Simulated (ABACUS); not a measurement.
Consider a self-consistent single point of AlGa3N4 (P-43m, 8 atoms in the cell; from Materials Project mp-1019508, changed as shown).

```yaml
crystal:
  lattice:
    - [4.38226, 0.00000, 0.00000]
    - [0.00000, 4.38226, 0.00000]
    - [0.00000, 0.00000, 4.38226]
  atoms:
    - { symbol: Al, position: [0.00000, 0.00000, 0.00000] }
    - { symbol: Ga, position: [0.50000, 0.50000, 0.00000] }
    - { symbol: Ga, position: [0.00000, 0.50000, 0.50000] }
    - { symbol: Ga, position: [0.50000, 0.00000, 0.50000] }
    - { symbol: N, position: [0.75571, 0.75571, 0.24429] }
    - { symbol: N, position: [0.75571, 0.24429, 0.75571] }
    - { symbol: N, position: [0.24429, 0.24429, 0.24429] }
    - { symbol: N, position: [0.24429, 0.75571, 0.75571] }
```

Method: PBEsol, numerical atomic orbitals DZP (confined pseudo-atomic orbitals with Gaussian additions; energy shift 0.003 Ry), PseudoDojo 0.4 standard norm-conserving PBEsol (tails mended) pseudopotentials run with ABACUS 3.10.1.

ABACUS settings:

```
key                                                                      value
---------------  -------------------------------------------------------------
basis                     DZP numerical atomic orbitals, energy shift 0.003 Ry
KPT                                                          Gamma 6 6 6 0 0 0
basis_type                                                                lcao
dft_functional                                                          PBESOL
ecutwfc                                                                 100 Ry
smearing_method                                                          fixed
potentials       PseudoDojo 0.4 standard norm-conserving PBEsol (tails mended)
symmetry                                                                     1
symmetry_prec                                                            1e-05
ks_solver                                                              genelpa
scf_nmax                                                                   100
scf_thr                                                                1.0e-07
mixing_type                                                            broyden
```

### Question
Estimate, at this level of theory: gap on the k-point mesh and pressure.

### Answer
The run gave:

```
Property                    Result
-----------------------  ---------
Gap on the k-point mesh    2.76 eV
Pressure                 16.84 GPa
```

The gap is read on the k-point mesh of the run and can differ from the gap over the whole zone at this level.

For comparison: a first run was changed to give this one (lattice scaled by 0.98), and from it to this one the free energy rises by 39.4 meV/atom, the pressure goes from 3.06 to 16.84 GPa and the gap on the mesh goes from 2.328 to 2.761 eV.

The atom-centred basis is finite, which shifts total energies, pressures and gaps against plane waves. The structure comes from a collection of computed structures, made at another level of theory; the collection holds predicted forms beside known ones.

Cost on one core: very roughly 90 core-seconds.

The atomic orbitals were generated for these runs; they are not ABACUS's published sets and were checked against plane waves on a few crystals only.

“Tails mended”: in these copies of the files the far tail of each local potential was reset to the Coulomb form.
